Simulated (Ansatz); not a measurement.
## Structure types of Li compared at 1.9 GPa

Structure types of Li are relaxed in primitive cells with their symmetry kept at 1.9 GPa, on PAW files; LAPW relaxes the small cells further and takes the PAW cell for the others (marked *). The enthalpy is E + pV at zero temperature, without zero-point motion. Only the types listed were tried, and differences under about 5 meV/atom are mesh noise. The real phase may be another.

Level of theory: DFT with PBEsol, scalar-relativistic, in Ansatz 0.2.0; Fermi–Dirac smearing of 0.05 eV, no spin polarisation. LAPW: all electrons, basis error target 0.5 meV/atom; PAW: frozen-core files, cutoff 420 eV.

k meshes: fcc 16×16×16, bcc 16×16×16, hcp 15×15×8, simple hexagonal 16×16×14, hP4 9×9×6, sc 14×14×14.

The PAW files were made under PBE.

Question: Which type is lowest in enthalpy, and by how much?

Answer: dhcp, 1 meV/atom below fcc, which is within the noise of the k meshes. The whole table:

| start type | ends as | a, b, c (Å) | V (Å³/atom) | H − H(lowest), LAPW (meV/atom) | same, PAW |
| --- | --- | --- | --- | --- | --- |
| fcc | fcc, Fm-3m | 4.158, 4.158, 4.158 | 17.97 | 1.4 | 1.4 |
| bcc | bcc, Im-3m | 3.306, 3.306, 3.306 | 18.06 | 5.7 | 5.7 |
| hcp | hcp, P6_3/mmc | 2.937, 2.937, 4.820 | 18.01 | 4.3 | 4.3 |
| simple hexagonal | simple hexagonal, P6/mmm | 2.823, 2.823, 2.599 | 17.93 | 69.4 | 69.4 |
| hP4* | dhcp, P6_3/mmc | 2.906, 2.906, 9.829 | 17.97 | 0.0 | 0.0 |
| sc | sc, Pm-3m | 2.618, 2.618, 2.618 | 17.94 | 123.9 | 124.0 |
